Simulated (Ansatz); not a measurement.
Ansatz (a first-principles code) input:

Ansatz 0.2 input:
```yaml
crystal:
  lattice:
    - [4.1470149953, 0.0, 0.0]
    - [-2.0735074977, 3.5914203358, 0.0]
    - [0.0, 0.0, 6.6449498221]
  atoms:
    - { symbol: Ge, position: [0.0, 0.0, 0.0] }
    - { symbol: I, position: [0.3333333333, 0.6666666667, 0.2596246764] }
    - { symbol: I, position: [0.6666666667, 0.3333333333, 0.7403753236] }
kpoints:
  mp_grid: { grid: [8, 8, 4] }
basis: { xc_grid: 2 }
hamiltonian:
  xc: lda
  pseudopotentials: { kind: paw }
scf:
  occupations: { method: fixed }
checkpoint: { read: static.run }
output: { bader: true, populations: true }
```

Output (shortened):

```
Pseudopotential: Ge, paw, valence charge 14
Pseudopotential: I, paw, valence charge 17
Functional definition: SPW92
Crystal: 3 atoms, lattice volume = 98.968 Å³
Basis set: ecut = 420 eV, 1913 PW (Γ), exchange–correlation on 60×60×90 points (8 copies of the dense FFT grid, shifted against one another)
Bands: 29, of which v1, the nominal top of the filled ones, is band 24 counted from 1 (23 counted from 0)
Symmetry: 12 space group operations
Space group: P-3m1 (ITA 164), of the structure as read, at distance tolerance 4.6e-5 Å
k-points: 35 of 256
Stability of the state it starts from, as read at its close in the unpolarized treatment …
iter 1 solved again at ethr=2.55e-7 eV; its pass at ethr=3.10e-3 eV (dr2=1.22e-4 eV) is discarded
SCF iter   1: F=—  HF=-18928.402367 eV  |F-HF|=—  |Δ(HF+E_count)|=         —  Δρ=7.78e-7  dr2=1.07e-9  ethr=2.55e-7  ⟨swp⟩=3.0  Hψ=6334  notcnv=0  defer=100
preconditioner: auto → Resta (q_TF=auto, 2.418 Å⁻¹)
SCF iter   2: F=—  HF=-18928.402367 eV  |F-HF|=—  |Δ(HF+E_count)|=   3.54e-7  Δρ=4.21e-7  dr2=4.19e-10  ethr=2.23e-12  ⟨swp⟩=12.3  Hψ=5463  notcnv=0
SCF iter   3: F=-18928.402367 eV  HF=-18928.402367 eV  |F-HF|=1.24e-10  |Δ(HF+E_count)|=  1.06e-10  Δρ=2.56e-7  dr2=1.42e-10  ethr=1.00e-12  ⟨swp⟩=1.0  Hψ=2612  notcnv=0
SCF 1 converged in 3 iterations: F = -18928.402367 eV  dr2 = 1.42e-10
SCF converged after 3 iterations
Free energy (F): -18928.402367 eV
Harris-Foulkes:  -18928.402367 eV  (|F-HF|=1.24e-10)
Internal energy: -18928.402367 eV  (E = F + TS)
E sigma→0 (E₀):  -18928.402367 eV
Fermi energy:    6.560741 eV
--- Per-component energies (eV) ---
  E_band       = -911.942644
  E_kinetic    = 489.730210
  E_local      = -6473.170186  (includes V_loc(G=0)·N_el)
  E_nonlocal   = 242.997102
  E_hartree    = 3146.064397
  E_xc         = -330.149210
  E_vxc        = -322.595609  (∫ρ·V_xc dr)
  E_paw        = -11252.855639  (= ΣΔE_a)
  E_vpaw       = -1141.033546  (= ΣTr[D̂ρ^β])
  E_aug_tail   = 0.000405  (compensation charges beyond the density's cutoff)
  E_ewald      = -4754.490202
  E_core_change = 3.470756  (= ΣΔE_core)
  E_smearing   =  0.000000  (= −TS)
  E_closure    = 0.000000  (closes the sum)
  Σ components = -18928.402367   (vs F -18928.402367, Δ=0.00e0)
  [band-id]    e_kinetic+e_local+e_nonlocal+2·e_hartree+e_vxc+e_vpaw+e_augmentation_tail = -911.942831   (vs E_band -911.942644, Δ=-1.87e-4)
--- Band table (eV; the first three rows and the last of 35) ---
  k-point 0: bands = ["-37.9762", "-37.9762", "-37.9762", "-37.9759", "-37.9753", "-37.9753", "-37.9710", "-37.9710", "-37.9710", "-37.9710", "-17.8761", "-17.8761", "-17.8718", "-17.8692", "-17.8692", "-6.8945", "-5.7946", "-0.7308", "5.1347", "5.2171", …
  k-point 1: bands = ["-37.9761", "-37.9761", "-37.9761", "-37.9759", "-37.9753", "-37.9753", "-37.9710", "-37.9710", "-37.9709", "-37.9709", "-17.8761", "-17.8761", "-17.8718", "-17.8692", "-17.8692", "-6.8019", "-5.9507", "-0.4927", "4.2359", "5.1279", …
  k-point 2: bands = ["-37.9761", "-37.9760", "-37.9760", "-37.9760", "-37.9755", "-37.9755", "-37.9711", "-37.9711", "-37.9709", "-37.9709", "-17.8761", "-17.8761", "-17.8718", "-17.8692", "-17.8692", "-6.6641", "-6.1487", "-0.2288", "3.7046", "5.0841", …
  k-point 34: bands = ["-37.9763", "-37.9762", "-37.9761", "-37.9757", "-37.9752", "-37.9752", "-37.9707", "-37.9706", "-37.9704", "-37.9704", "-17.8786", "-17.8771", "-17.8699", "-17.8684", "-17.8675", "-5.6484", "-5.6217", "-1.4332", "2.1974", "2.5148", …
--- Löwdin populations: 3 sites ---
  site symbol       q [e]
     0     Ge     13.9327
     1      I     16.9821
     2      I     16.9821
  spilling = 0.002149 (of n_electrons = 48.000000)
--- Bader charges: 3 sites ---
  site symbol  charge [e]  shift [e]
     0     Ge      0.6637     0.0001
     1      I     -0.3318     0.0001
     2      I     -0.3318     0.0001
  shift: an alarm, by how much a part of what the PAW files miss would move the charge. Where it is large, compare
  with a run on PAW files of another source; a small one proves nothing
  estimated error of the sums over rays = 2.5e-4 e
```

Cost: roughly 30 core-seconds on shared cores.

The workflow started from an entry of the Crystallography Open Database (COD), which files this formula under 2 space groups. Its standing as an ambient phase is unchecked. The cell was relaxed with LDA under the symmetry of its start; its stability against distortions is not shown here. A crystal of weakly bound layers computed without a dispersion correction: the cell and the soft elastic constants depend strongly on that. Spin–orbit coupling is left out wherever it is not named.

Potentials: the later of the program's two PAW sets.

Ansatz is a plane-wave DFT program.
